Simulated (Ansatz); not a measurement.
Input:

SnO:
```yaml
crystal:
  lattice:
    - [1.66175, 0.95941, 3.91389]
    - [-1.66175, 0.95941, 3.91389]
    - [0.00000, -1.91883, 3.91389]
  atoms:
    - { symbol: Sn, position: [0.21152, 0.21152, 0.21152] }
    - { symbol: O, position: [0.78848, 0.78848, 0.78848] }
```

This is the PBEsol-relaxed structure. x, y and z are the axes in which the lattice vectors are written.

Q: All from plane-wave PAW PBEsol (Ansatz code), unless another level is named. Give the bulk modulus (Birch–Murnaghan fit).

A: 18.9 GPa.

Q: Give the elastic constants (relaxed ions, GPa).

A: C11 = 90.7, C12 = 34.5, C13 = 17.6, C14 = -4.0, C33 = 20.0, C44 = -1.0.

Q: Next, the highest zone-centre frequency (without LO–TO term)?

A: 390 cm⁻¹.

Space group R3m. A made-up cell: these elements were put on the sites of a structure type; neither database checked (COD, Materials Project) lists it. It is not the phase usual at ambient conditions (space group No. 129). The PBEsol relaxation kept the symmetry of its start; of distortions, only those at the zone centre were tested. Spin–orbit coupling is left out wherever it is not named.

Potentials: the later of the program's two PAW sets.
